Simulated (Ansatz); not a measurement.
ZrCu5 in space group F-43m (No. 216; Cu on 4c, Cu on 16e, Zr on 4a) under volume change, the program Ansatz at the r²SCAN level (PAW), shape and atoms relaxed at each volume.

```
V (Å³/atom)  E − E(relaxed) (meV/atom)     P (GPa)
-----------  -------------------------  ----------
12.052                      (withheld)  (withheld)
12.449                            26.0       11.10
12.847                             6.1        5.08
13.244                             0.0        0.00
13.641                             5.5       -4.27
14.039                      (withheld)  (withheld)
14.436                            44.0      -10.89
```

Task: Some entries are withheld; supply them.

Result: 
- 14.039, E − E(relaxed) (meV/atom): 20.6
- 14.039, P (GPa): -7.87
- 12.052, E − E(relaxed) (meV/atom): 62.1
- 12.052, P (GPa): 18.24

Task: What does a third-order Birch–Murnaghan fit give for V₀, B₀ and B′?

Result: V₀ = 13.24 Å³/atom, B₀ = 155 GPa, B′ = 4.7.

The workflow started from an entry of the Crystallography Open Database (COD). Whether it is the stable phase at ambient conditions was not checked. The cell was relaxed with r²SCAN under the symmetry of its start; whether a distortion lowers the energy is not shown. The run is not spin-polarised.

Potentials: the later of the program's two PAW sets.
